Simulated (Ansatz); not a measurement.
WS$_{2}$ (2H-MoS2 type, space group P6_3/mmc)

```
WS2
1.0
    3.16997     0.00000     0.00000
   -1.58498     2.74527     0.00000
    0.00000     0.00000    12.49180
W S
2 4
Cartesian
  0.00000   1.83018   3.12295
  1.58498   0.91509   9.36885
  0.00000   1.83018   7.80611
  1.58498   0.91509   1.56021
  1.58498   0.91509   4.68569
  0.00000   1.83018  10.93158
```

This relaxed cell (volume V₀) is scaled evenly in all directions, its shape held. The atoms relax within the cell's symmetry.

Computed with r2SCAN+rVV10 (plane waves to 500 eV, PAW, scalar-relativistic; Ansatz, a quantum-chemistry and plane-wave program). k mesh 12×12×3 (Γ-centred), Fermi-Dirac smearing 0.05 eV. Energies are smeared free energies. Stress and pressure are positive under compression. With the shape held, the modulus is that of even scaling; a crystal free to change shape is softer. Spin-orbit coupling is left out, though W is heavy. WS2 is run without spin polarisation. WS2 was relaxed with its symmetry unable to fall. ΔE is measured from the relaxed starting cell.

| V (Å³/atom) | ΔE (meV/atom) |
|---|---|
| 15.219 | 156.2 |
| 15.702 | 102.7 |
| 16.186 | 62.3 |
| 16.669 | 33.3 |
| 17.152 | withheld |
| 17.635 | 3.4 |
| 18.118 | 0.0 |
| 18.601 | 3.1 |
| 19.084 | 11.8 |
| 19.568 | 25.5 |
| 20.051 | 43.6 |
| 20.534 | 65.6 |
| 21.017 | 91.1 |

Fit a third-order Birch-Murnaghan form (E₀, V₀, B₀, B₀′ free) to the given rows and predict ΔE at V = 17.152.

Least squares on the 12 given rows: ΔE = E₀ + (9V₀B₀/16)·y²·[2 + (B₀′ − 4)y], y = (V₀/V)^(2/3) − 1, with V₀ = 18.116 Å³/atom, B₀ = 80.69 GPa (160.2 GPa = 1 eV/Å³; the term in eV is multiplied by 1000), B₀′ = 4.05, E₀ = -0.12 meV/atom; root-mean-square residual 0.12 meV/atom. At 17.152 the fit gives 14.0 meV/atom; the calculation gives 14.1 meV/atom, so the interpolation is off by -0.1 (-0.7 %). For the pressure the fit gives 4.9 GPa against the computed 4.9 GPa.

(A scan under strain: stresses follow from slopes of the energy per volume, elastic moduli from its curvatures.)
